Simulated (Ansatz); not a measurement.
Ansatz (a program for electronic structure) input:

Ansatz 0.2 input:
```yaml
crystal:
  lattice:
    - [0.0, 2.5292333237, 2.5292333237]
    - [2.5292333237, 0.0, 2.5292333237]
    - [2.5292333237, 2.5292333237, 0.0]
  atoms:
    - { symbol: Hf, position: [0.0, 0.0, 0.0] }
    - { symbol: O, position: [0.25, 0.25, 0.25] }
    - { symbol: O, position: [0.75, 0.75, 0.75] }
kpoints:
  mp_grid: { grid: [8, 8, 8] }
hamiltonian:
  xc: r2scan
  pseudopotentials: { kind: paw }
scf:
  occupations: { method: fixed }
output:
  optics: { e_range: [0.0, 15.0], de: 0.05, sigma: 0.1, bands: { spectra_wanted_up_to: 12 eV } }
```

Output (shortened):

```
output.optics: the spectra are integrated over the Brillouin zone by k·p interpolation around the k-points, where levels, occupations, output.optics.sigma and …
Pseudopotentials: kind: paw
Pseudopotential: Hf, paw, valence charge 26
Pseudopotential: O, paw, valence charge 6
Functional definition: r2SCAN
Crystal: 3 atoms, lattice volume = 32.359 Å³
Basis set: ecut = 500 eV, 869 PW (Γ), exchange–correlation on 108×108×108 points (64 copies of the dense FFT grid, shifted against one another)
Bands: 23, of which v1, the nominal top of the filled ones, is band 19 counted from 1 (18 counted from 0)
Symmetry: 48 space group operations
Space group: Fm-3m (ITA 225), of the structure as read, at distance tolerance 3.2e-5 Å
k-points: 29 of 512
PAW frozen core: Hf, regenerated for the run's functional
PAW frozen core: O, regenerated for the run's functional
Initial wavefunctions: pseudopotential atomic-orbital guess
Eigensolver: davidson
Functional: x = r2scan, c = r2scan; τ floored in thin density (d = 2e-4 eV/Å³)
SCF iter   1: F=—  HF=-16876.128714 eV  |F-HF|=—  |Δ(HF+E_count)|=         —  Δρ=1.18e-2  dr2=4.10e-2  dr2_τ=2.27e-1  ethr=1.77e-3  ⟨swp⟩=4.0  Hψ=2211  notcnv=0  defer=50
all-band conjugate gradients solve this SCF's bands
preconditioner: auto → none
SCF iter   2: F=—  HF=-16876.190254 eV  |F-HF|=—  |Δ(HF+E_count)|=   6.15e-2  Δρ=6.11e-3  dr2=3.62e-3  dr2_τ=2.48e-3  ethr=1.08e-4  ⟨swp⟩=2.0  Hψ=1508  notcnv=0  defer=58
SCF iter   3: F=—  HF=-16876.190376 eV  |F-HF|=—  |Δ(HF+E_count)|=   1.21e-4  Δρ=2.49e-3  dr2=9.03e-4  dr2_τ=1.35e-4  ethr=9.53e-6  ⟨swp⟩=2.0  Hψ=1157  notcnv=0  defer=58
SCF iter   4: F=—  HF=-16876.190676 eV  |F-HF|=—  |Δ(HF+E_count)|=   3.01e-4  Δρ=1.33e-3  dr2=3.64e-4  dr2_τ=6.39e-5  ethr=2.38e-6  ⟨swp⟩=2.0  Hψ=1240  notcnv=0  defer=58
SCF iter   5: F=—  HF=-16876.190555 eV  |F-HF|=—  |Δ(HF+E_count)|=   1.21e-4  Δρ=2.67e-4  dr2=1.98e-5  dr2_τ=1.56e-6  ethr=9.59e-7  ⟨swp⟩=2.0  Hψ=1074  notcnv=0  defer=37
SCF iter   6: F=—  HF=-16876.190556 eV  |F-HF|=—  |Δ(HF+E_count)|=   3.35e-7  Δρ=7.74e-5  dr2=1.78e-6  dr2_τ=1.68e-7  ethr=5.21e-8  ⟨swp⟩=2.0  Hψ=1102  notcnv=0
SCF iter   7: F=—  HF=-16876.190556 eV  |F-HF|=—  |Δ(HF+E_count)|=   1.42e-7  Δρ=1.32e-5  dr2=3.78e-8  dr2_τ=3.36e-9  ethr=4.68e-9  ⟨swp⟩=2.0  Hψ=937  notcnv=0
SCF iter   8: F=—  HF=-16876.190556 eV  |F-HF|=—  |Δ(HF+E_count)|=   3.56e-9  Δρ=1.63e-6  dr2=4.26e-10  dr2_τ=1.61e-10  ethr=9.96e-11  ⟨swp⟩=2.0  Hψ=1137  notcnv=0
SCF iter  10: F=-16876.190556 eV  HF=-16876.190556 eV  |F-HF|=0.00e0  |Δ(HF+E_count)|=    0.00e0  Δρ=1.47e-8  dr2=4.01e-14  dr2_τ=1.42e-14  ethr=1.00e-12  ⟨swp⟩=4.0  Hψ=2347  notcnv=0
SCF 1 converged in 10 iterations: F = -16876.190556 eV  dr2 = 4.01e-14
NSCF: frozen V_eff on 29 k-points
Optics k sum: 0 of 29 k-points
Optics k sum: 2 of 29 k-points
Optics k sum: 3 of 29 k-points
Optics k sum: 5 of 29 k-points
Optics k sum: 6 of 29 k-points
Optics k sum: 8 of 29 k-points
Optics k sum: 9 of 29 k-points
Optics k sum: 11 of 29 k-points
Optics k sum: 12 of 29 k-points
Optics k sum: 14 of 29 k-points
Optics k sum: 15 of 29 k-points
Optics k sum: 16 of 29 k-points
Optics k sum: 18 of 29 k-points
Optics k sum: 19 of 29 k-points
Optics k sum: 21 of 29 k-points
Optics k sum: 22 of 29 k-points
Optics k sum: 24 of 29 k-points
Optics k sum: 25 of 29 k-points
Optics k sum: 27 of 29 k-points
Optics k sum: 28 of 29 k-points
Optics k sum: 29 of 29 k-points
Optics k sum: 0 of 29 k-points
Optics k sum: 2 of 29 k-points
Optics k sum: 3 of 29 k-points
Optics k sum: 5 of 29 k-points
Optics k sum: 6 of 29 k-points
Optics k sum: 8 of 29 k-points
Optics k sum: 9 of 29 k-points
Optics k sum: 11 of 29 k-points
Optics k sum: 12 of 29 k-points
Optics k sum: 14 of 29 k-points
Optics k sum: 15 of 29 k-points
Optics k sum: 16 of 29 k-points
Optics k sum: 18 of 29 k-points
Optics k sum: 19 of 29 k-points
Optics k sum: 21 of 29 k-points
Optics k sum: 22 of 29 k-points
Optics k sum: 24 of 29 k-points
Optics k sum: 25 of 29 k-points
Optics k sum: 27 of 29 k-points
Optics k sum: 28 of 29 k-points
Optics k sum: 29 of 29 k-points
output.optics: what the bands over the 31 summed would add to eps1, eps2 and the energy-loss function is held between a lower and an upper bound (8 Lanczos …
SCF converged after 10 iterations
Free energy (F): -16876.190556 eV
Harris-Foulkes:  -16876.190556 eV  (|F-HF|=0.00e0)
Internal energy: -16876.190556 eV  (E = F + TS)
E sigma→0 (E₀):  -16876.190556 eV
Fermi energy:    15.834132 eV
--- Per-component energies (eV) ---
  E_band       = 30.795385
  E_kinetic    = 774.935529
  E_local      = -5718.205269  (includes V_loc(G=0)·N_el)
  E_nonlocal   = -1152.542689
  E_hartree    = 2626.754592
  E_xc         = -431.125120
  E_vxc        = -505.352530  (∫ρ·V_xc dr)
  E_paw        = -7271.104096  (= ΣΔE_a)
  E_vpaw       = 1350.915112  (= ΣTr[D̂ρ^β])
  E_aug_tail   = 0.002126  (compensation charges beyond the density's cutoff)
  E_vtau       = 27.533925  (kinetic-family band-sum trace: ∫τ·v_τ [+ j·A + Jᵃ·Aᵃ] dr)
  E_ewald      = -5705.163270
  E_core_change = 0.257640  (= ΣΔE_core)
  E_smearing   =  0.000000  (= −TS)
  E_closure    =  0.000000  (closes the sum)
  Σ components = -16876.190556   (vs F -16876.190556, Δ=0.00e0)
  [band-id]    e_kinetic+e_local+e_nonlocal+2·e_hartree+e_vxc+e_vpaw+e_augmentation_tail+e_vtau = 30.795390   (vs E_band 30.795385, Δ=4.81e-6)
--- Band table (eV; the first three rows and the last of 29) ---
  k-point 0: bands = ["-46.7803", "-14.6253", "-14.6253", "-14.6253", "-3.9839", "-1.1229", "4.8513", "4.8513", "4.8513", "4.9218", "4.9218", "4.9218", "5.1103", "10.3064", "10.3064", "10.3064", "15.1860", "15.1860", "15.1860", "20.2543", "20.2543", "22.3034", "26.9469"]
  k-point 1: bands = ["-46.7781", "-14.6994", "-14.6330", "-14.6330", "-3.7730", "-1.2667", "4.8548", "4.8548", "4.8556", "4.9158", "4.9158", "4.9220", "5.0647", "10.4646", "10.4646", "10.7455", "14.7334", "14.9072", "14.9072", "20.5327", "20.5327", "22.9006", "26.2260"]
  k-point 2: bands = ["-46.7727", "-14.8709", "-14.6515", "-14.6515", "-3.2791", "-1.5593", "4.8615", "4.8615", "4.8690", "4.9043", "4.9043", "4.9224", "4.9840", "10.8533", "10.8533", "11.7543", "13.8186", "14.3823", "14.3823", "20.9543", "20.9543", "23.4381", "25.7795"]
  k-point 28: bands = ["-46.7600", "-14.9469", "-14.9469", "-14.7561", "-2.0425", "-2.0425", "4.8680", "4.8784", "4.8844", "4.8884", "4.8884", "4.9118", "4.9118", "10.4424", "10.6208", "13.1642", "13.1642", "14.3702", "15.6115", "21.1343", "21.5402", "23.5208", "23.5208"]
  band table: 23 of 23 bands, residual norms ≤ 1.0e-3 eV
```

Cost: about 40 core-seconds (a rough figure) on shared cores.

This is a known high-temperature phase of the composition, computed here at zero pressure and temperature. The cell was relaxed with r²SCAN under the symmetry of its start; whether a distortion lowers the energy is not shown. The run is not spin-polarised. Scalar-relativistic: spin–orbit coupling is off unless named, which matters more the heavier the elements.

Potentials: the later of the program's two PAW sets.

Ansatz is a plane-wave DFT program.
